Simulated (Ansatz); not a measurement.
Cu₃Ge:
```yaml
crystal:
  lattice:
    - [2.69955, 0.00000, 0.00000]
    - [-1.34977, 2.33788, 0.00000]
    - [0.00000, 0.00000, 8.17666]
  atoms:
    - { symbol: Cu, position: [0.00000, 0.00000, 0.50000] }
    - { symbol: Cu, position: [0.66667, 0.33333, 0.74246] }
    - { symbol: Cu, position: [0.66667, 0.33333, 0.25754] }
    - { symbol: Ge, position: [0.00000, 0.00000, 0.00000] }
```

Relaxed with r²SCAN.

Problem. Tabulate the valence density and the electron localisation function along the shortest Ge–Ge contact (2.70 Å), r²SCAN (plane waves, PAW; program Ansatz).

Solution. 

```
distance from Ge (Å)  density (e/Å³)   ELF
--------------------  --------------  ----
0.27                           24.58  0.01
0.40                            9.60  0.05
0.54                            3.32  0.15
0.67                            1.35  0.29
0.81                            0.71  0.36
0.94                            0.47  0.38
1.08                            0.36  0.40
1.21                            0.31  0.42
1.35                            0.30  0.42
1.48                            0.31  0.42
1.62                            0.36  0.40
1.75                            0.47  0.38
1.89                            0.71  0.36
2.02                            1.35  0.29
2.16                            3.32  0.15
2.29                            9.60  0.05
2.43                           24.58  0.01
```

The density is the valence pseudo-density with augmentation charge, so density and ELF within about 1 Å of a nucleus are not all-electron values.

Space group P-6m2. The first step of the workflow began from a Materials Project structure, measured or hypothetical; the Crystallography Open Database copy checked does not list it. Whether it is the stable phase at ambient conditions was not checked. Symmetry was held in the r²SCAN relaxation; its stability against distortions is not shown here. No spin polarisation was allowed. Its formation energy is positive at this level, so the cell may be metastable or incomplete.

Potentials: the later of the program's two PAW sets.
